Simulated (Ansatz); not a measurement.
Ir (simple cubic, Pm-3m) under volume change, the program Ansatz at the PBE level (PAW), scaled uniformly.

```
V (Å³/atom)  E − E(relaxed) (meV/atom)  P (GPa)
-----------  -------------------------  -------
15.465                           127.6    29.33
15.974                            53.2    17.77
16.484                            12.5     8.09
16.994                             0.0     0.00
17.504                            11.1    -6.75
18.014                            41.7   -12.36
18.524                            88.7   -17.02
```

Task: What does a third-order Birch–Murnaghan fit give for V₀, B₀ and B′?

Result: V₀ = 16.99 Å³/atom, B₀ = 245 GPa, B′ = 5.0.

A made-up cell: these elements were put on the sites of a structure type; neither database checked (COD, Materials Project) lists it. It is not the phase usual at ambient conditions (space group No. 225). The PBE relaxation kept the symmetry of its start; whether a distortion lowers the energy is not shown. The run is not spin-polarised. Scalar-relativistic: spin–orbit coupling is off unless named, which matters more the heavier the elements.

Potentials: the later of the program's two PAW sets.
